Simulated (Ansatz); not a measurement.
LaH$_{3}$:
```yaml
crystal:
  lattice:
    - [0.00000, 2.78648, 2.78648]
    - [2.78648, 0.00000, 2.78648]
    - [2.78648, 2.78648, 0.00000]
  atoms:
    - { symbol: La, position: [0.00000, 0.00000, 0.00000] }
    - { symbol: H, position: [0.50000, 0.50000, 0.50000] }
    - { symbol: H, position: [0.75000, 0.75000, 0.75000] }
    - { symbol: H, position: [0.25000, 0.25000, 0.25000] }
```

Relaxed with r²SCAN. r²SCAN (plane waves, PAW; program Ansatz) gives a gap of 0.15 eV.

Problem. What gap does HSE06 give on the same cell (Ansatz, PAW)?

Solution. 0.26 eV, 0.11 eV more. The hybrid was solved on a coarser mesh and at special points; its gap is the smallest among all of these.

```tsv
k	v1 r²SCAN	c1 r²SCAN	v1 HSE06	c1 HSE06
Γ	0.00	0.28	___	___
X	-3.65	1.34	___	___
L	-2.64	0.15	-2.77	0.26
W	-4.98	0.49	___	___
K	-4.32	1.08	___	___
```

Problem. Top valence (v1) and lowest conduction level (c1) in eV from each method's valence maximum (which need not be a listed point): supply the withheld HSE06 values.

Solution. 
- Γ, v1 HSE06: 0.00
- Γ, c1 HSE06: 0.43
- W, v1 HSE06: -5.50
- W, c1 HSE06: 0.94
- K, v1 HSE06: -4.81
- K, c1 HSE06: 2.07
- X, v1 HSE06: -4.12
- X, c1 HSE06: 2.80

Cost on shared cores: the r²SCAN run (SCF on a 9×9×9 mesh, then bands and DOS) roughly 18 core-seconds, the HSE06 run (SCF on 6×6×6, then a few points) about 3 core-minutes (a rough figure); the tasks are unlike.

Space group Fm-3m. The first step of the workflow began from a Materials Project structure, measured or hypothetical; the Crystallography Open Database copy checked does not list it. Its standing as an ambient phase is unchecked. Symmetry was held in the r²SCAN relaxation. At this level the phase is dynamically unstable (imaginary phonons). Scalar-relativistic: spin–orbit coupling is off unless named, which matters more the heavier the elements.

Potentials: the later of the program's two PAW sets.
